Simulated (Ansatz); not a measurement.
Computed with DFT PBE, scalar-relativistic, plane waves, PAW in Ansatz 0.2.0. All cells share a 420 eV cutoff and Γ-centred k meshes spaced at most about 0.3 Å⁻¹ (about 0.25 or finer for metals, 2π included). No spin polarisation in the final relaxations.

Temperature and zero-point effects are left out.

Compare these two cells of SnAs₂, each relaxed at this level.

A.

```xyz
3
Lattice="4.6692 0.0000 0.0000 -2.3346 4.0436 0.0000 0.0000 0.0000 3.6882" Properties=species:S:1:pos:R:3 pbc="T T T"
Sn    0.0000    0.0000    1.8441
As    0.0000    2.6958    0.0000
As    2.3346    1.3479    0.0000
```

B.

```xyz
3
Lattice="2.6259 1.5161 2.8475 -2.6259 1.5161 2.8475 0.0000 -3.0321 2.8475" Properties=species:S:1:pos:R:3 pbc="T T T"
Sn    0.0000    0.0000    4.2712
As    0.0000    0.0000    7.1616
As    0.0000    0.0000    1.3809
```

Question: Which would you expect to be lower, and how large is the difference?

Answer: B is lower, by 102 meV/atom. A has space group P6/mmm (No. 191), 23.2 Å³/atom and no gap on its mesh; B has space group R-3m (No. 166), 22.7 Å³/atom and no gap. Counting As atoms around Sn (those within 1.25 times the shortest such distance or 1.15 times the sum of covalent radii; the shortest distance is added where it is long for a bond), A has Sn 12 from 3.3 Å and B has Sn 8. Even the lower one lies +0.17 eV/atom against the reference forms of the elements (uncorrected), so neither is stable at this level. In A, around Sn lie 12 As at 3.27 Å and 2 Sn at 3.69 Å; As is surrounded by 3 As at 2.70 Å and 6 Sn at 3.27 Å. In B, Sn has 8 As at 2.89–3.03 Å; around As lie 1 As at 2.76 Å, 4 Sn at 2.89–3.03 Å and 3 As at 3.03 Å. Both come from invented guesses.

Cells relaxed within their symmetry can be saddle points.
